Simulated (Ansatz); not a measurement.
# Energy against volume for InSb (zinc blende)

InSb (zinc blende), conventional cell a = b = c = 6.635 Å, α = β = γ = 90.00°. The calculation uses the primitive cell of 2 atoms, to which meshes and values per cell refer.

This relaxed cell (volume V₀) is scaled evenly in all directions, its shape held. Symmetry pins the atoms to their sites.

Level of theory: PBE (plane waves to 420 eV, PAW, scalar-relativistic; Ansatz, an electronic-structure program). k mesh 12×12×12 (Γ-centred), Fermi-Dirac smearing 0.05 eV. Energies are smeared free energies. Compression counts positive. At this level the bands of InSb touch or barely overlap; measurements give the solid a gap. InSb was relaxed with its symmetry unable to fall. Spin-orbit coupling is left out, though Sb is heavy. The PAW data are Ansatz's earlier set. ΔE is measured from the relaxed starting cell.

```json
[
 {"V (Å³/cell)": "61.34", "ΔE (meV/atom)": "151", "P (GPa)": "9.8"},
 {"V (Å³/cell)": "63.29", "ΔE (meV/atom)": "99", "P (GPa)": "7.4"},
 {"V (Å³/cell)": "65.23", "ΔE (meV/atom)": "60", "P (GPa)": "5.5"},
 {"V (Å³/cell)": "67.18", "ΔE (meV/atom)": "32", "P (GPa)": "3.8"},
 {"V (Å³/cell)": "69.13", "ΔE (meV/atom)": "13", "P (GPa)": "2.3"},
 {"V (Å³/cell)": "71.07", "ΔE (meV/atom)": "3", "P (GPa)": "1.1"},
 {"V (Å³/cell)": "73.02", "ΔE (meV/atom)": "0", "P (GPa)": "0.0"},
 {"V (Å³/cell)": "74.97", "ΔE (meV/atom)": "3", "P (GPa)": "-0.9"},
 {"V (Å³/cell)": "76.92", "ΔE (meV/atom)": "11", "P (GPa)": "-1.7"},
 {"V (Å³/cell)": "78.86", "ΔE (meV/atom)": "23", "P (GPa)": "-2.3"},
 {"V (Å³/cell)": "80.81", "ΔE (meV/atom)": "39", "P (GPa)": "-2.9"},
 {"V (Å³/cell)": "82.76", "ΔE (meV/atom)": "58", "P (GPa)": "-3.4"},
 {"V (Å³/cell)": "84.71", "ΔE (meV/atom)": "80", "P (GPa)": "-3.8"}
]
```

Derived quantities:

```yaml
pressure_at_the_smallest_volume: 9.8 GPa
energy_cost_of_the_largest_compression: 151 meV/atom
energy_cost_of_the_largest_expansion: 80 meV/atom
Bulk modulus B₀ (third-order Birch-Murnaghan fit): 36.6 GPa
Pressure derivative B₀′ (fit): 4.9
equilibrium_volume_of_the_fit: 36.52 Å³/atom
Pressure for 5 % compression (fit): 2.1 GPa
```

(A scan under strain: stresses follow from slopes of the energy per volume, elastic moduli from its curvatures.)
